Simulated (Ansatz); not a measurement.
AlN (CsCl type, Pm-3m), DFT-r²SCAN in the program Ansatz with PAW potentials, all energies at zero smearing, with the estimated change up to a 700 eV cutoff added, with one set of potentials and settings (totals compare only within such a set). Cell of 2 atoms (1 Al, 1 N): -924.680 eV.

```
element             reference phase  E (eV/atom)
-------  --------------------------  -----------
Al       Fm-3m, 1 atoms in the cell    -540.4106
N         Pa-3, 8 atoms in the cell    -384.8341
```

Formation energy per atom, worked out: (-924.680 − 1×(-540.4106) − 1×(-384.8341))/2 = 0.283 eV/atom (27 kJ per mol of atoms), at 0 K, without zero-point energy or fitted corrections.

A made-up cell: these elements were put on the sites of a structure type; neither database checked (COD, Materials Project) lists it. It is not the phase usual at ambient conditions (space group No. 186, 216). The r²SCAN relaxation kept the symmetry of its start. At this level the phase is mechanically unstable. The references are the lowest solids computed at this level, not always the standard phases (solids in place of the gases).

Potentials: the earlier of the program's two PAW sets. The files were generated under PBE; for other functionals the program regenerates the frozen cores, and for LDA and PBEsol the local potential too.
